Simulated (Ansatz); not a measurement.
NaCl (CsCl type, Pm-3m), DFT-LDA in the program Ansatz with PAW potentials, all energies at zero smearing, with the estimated change up to a 700 eV cutoff added, with one set of potentials and settings (totals compare only within such a set). Cell of 2 atoms (1 Na, 1 Cl): -2514.066 eV.

```
element             reference phase  E (eV/atom)
-------  --------------------------  -----------
Na       Fm-3m, 1 atoms in the cell   -1466.6103
Cl        Cmce, 4 atoms in the cell   -1044.0605
```

Formation energy per atom, worked out: (-2514.066 − 1×(-1466.6103) − 1×(-1044.0605))/2 = -1.698 eV/atom (-164 kJ per mol of atoms), at 0 K, without zero-point energy or fitted corrections.

This is a known high-pressure phase of the composition, computed here at zero pressure and temperature. The cell was relaxed with LDA under the symmetry of its start. At this level the phase is dynamically unstable (imaginary phonons). The references are the lowest solids computed at this level, not always the standard phases (solids in place of the gases).

Potentials: the earlier of the program's two PAW sets.
